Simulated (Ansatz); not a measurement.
C in space group C2/m (No. 12; C on 4i, C on 4i, C on 4i, C on 4i), plane-wave PAW r²SCAN (Ansatz code). The conduction-band minimum lies at M2, with 1 equivalent valley. Second derivatives d²E/dk² of the lowest band at one valley (eV·Å²), along Cartesian directions:

| direction | d²E/dk² |
|---|---|
| [100] | 9.965 |
| [010] | 29.01 |
| [001] | 10.93 |
| [110] | 19.49 |
| [101] | 17.57 |
| [011] | 19.98 |

Question: Find the principal effective masses, the density-of-states mass and the conductivity mass.

Answer: Off-diagonal terms follow from H_xy = H[110] − (H_xx + H_yy)/2, and m*/mₑ = 7.620 eV·Å² over each eigenvalue: 0.26, 0.43, 2.3. One valley's DOS mass (m₁m₂m₃)^(1/3) = 0.64, conductivity mass 3/(Σ 1/mᵢ) = 0.46 mₑ.

Question: What effective density of states Nc follows at 300 K for parabolic valleys?

Answer: Nc = 2.509e19 × 1 × (0.64)^(3/2) ≈ 1.3e19 cm⁻³.

The start of the workflow was typed in or built on a structure type; the Crystallography Open Database copy checked does not list it. It is not the phase usual at ambient conditions (space group No. 194, 227). The r²SCAN relaxation kept the symmetry of its start; whether a distortion lowers the energy is not shown.

Potentials: the earlier of the program's two PAW sets.

Edges and masses are those of Kohn–Sham bands, whose gap is no quasiparticle gap.
